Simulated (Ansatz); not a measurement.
Here is the system:

ZrSi₂:
```cif
data_Si2Zr
_chemical_formula_sum 'Zr1 Si2'
_space_group_name_H-M_alt 'P 1'
_space_group_IT_number 1
_cell_length_a 5.14309
_cell_length_b 5.14309
_cell_length_c 5.14309
_cell_angle_alpha 142.735
_cell_angle_beta 142.735
_cell_angle_gamma 53.724
loop_
_space_group_symop_operation_xyz
  'x, y, z'
loop_
_atom_site_label
_atom_site_type_symbol
_atom_site_fract_x
_atom_site_fract_y
_atom_site_fract_z
_atom_site_occupancy
Zr1 Zr 0.00000 0.00000 0.00000 1
Si1 Si 0.31009 0.31009 0.00000 1
Si2 Si 0.68991 0.68991 0.00000 1
```

This is the PBE-relaxed structure.

Q: All from the program Ansatz at the PBE level (PAW), unless another level is named. Give the electronic character.

A: metallic (no gap).

Q: Give the formation energy from the elements (no fitted shifts).

A: -0.39 eV/atom.

Q: Next, the density of states at the Fermi level?

A: 0.86 states/eV per atom (mean over ±0.08 eV).

Space group I4/mmm (MoSi2 or CaC2 type). A made-up cell: these elements were put on the sites of a structure type; neither database checked (COD, Materials Project) lists it. COD files the formula under space group No. 63, so this cell is another polymorph or a model. Its standing as an ambient phase is unchecked. The PBE relaxation kept the symmetry of its start; whether a distortion lowers the energy is not shown. The run is not spin-polarised. The references are the lowest solids computed at this level, not always the standard phases. Spin–orbit coupling is left out wherever it is not named.

Potentials: the later of the program's two PAW sets.
